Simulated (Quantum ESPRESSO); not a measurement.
# Planted mistakes on one cell of Al2ZnGeN4

These are calculations, not measurements. They come from pw.x of Quantum ESPRESSO 7.5, a plane-wave density functional program, with PseudoDojo standard norm-conserving files (v0.5 for PBE, v0.4.1 for LDA and PBEsol). The cells are made up: elements, strain and atom displacements were drawn at random, and nothing was relaxed. There is no spin polarisation, spin-orbit coupling or dispersion term.

The cell has 8 sites of a wurtzite lattice (rectangular cell). Sites 1 to 4 hold Al Al Zn Ge; sites 5 to 8 hold N N N N. Cell vectors in Å: (3.057, -0.027, -0.031); (-0.047, 5.371, -0.014); (-0.050, -0.013, 5.058). Settings: PBE, cutoff 1143 eV, 6 x 4 x 4 k mesh shifted by half a step, Fermi-Dirac smearing of 0.025 eV.

The intended run has a self-consistency threshold of 1e-07 eV, a smearing term of 0.000 eV, a pressure of 22.09 GPa and 13 iterations. Each further run changes one thing: all lengths scaled by 1.0099; atoms of sites 3 and 4 exchanged; cutoff 747 eV; files of LDA; k mesh 2 x 2 x 2; one electron added; smearing 0.36 eV; threshold 0.1 eV. A coarse mesh keeps the shift, and a charged cell sits in a uniform background.

```
run  change of free energy (eV)  smearing term -TS (eV)  change of P (GPa)  largest change of a force component (eV/Å)  iterations
  A                      -0.373                   0.000              -0.08                                       4.628          13
  B                       5.455                   0.000             -84.57                                       0.090          13
  C                      -0.029                  -0.123               0.35                                       0.114          12
  D                      -0.813                   0.000              -0.64                                       0.329          13
  E                      -0.287                   0.000              -7.18                                       0.312          13
  F                       2.469                   0.000             -11.61                                       0.263          13
  G                       0.032                   0.000              -3.59                                       0.366           4
  H                      13.876                  -0.006              38.68                                       1.701          13
```

A rerun of the intended cell at 1437 eV and k mesh 8 x 6 x 6 moved values by no more than 0.002 eV in the cell's energy, 0.04 GPa in stress and 0.004 eV/Å in force.

Question: which change belongs to which run?

## Worked reading

Run G has the fewest iterations, as a run stopped early does. Run C has the largest smearing term, as wide smearing gives. Run B has a higher energy and the largest fall in pressure, as too small a basis gives. Run E changes the volume by a factor of 1.0300; minus its pressure change over the logarithm of that factor, 243 GPa, is a rough bulk modulus with clamped atoms. Energies from files of another functional, or of a charged cell, have another zero and say nothing on stability; the pressure of a charged cell rests on the program's zero of potential too.

## Key

```
run                            change
  A  atoms of sites 3 and 4 exchanged
  B                     cutoff 747 eV
  C                  smearing 0.36 eV
  D                  k mesh 2 x 2 x 2
  E      all lengths scaled by 1.0099
  F                      files of LDA
  G                  threshold 0.1 eV
  H                one electron added
```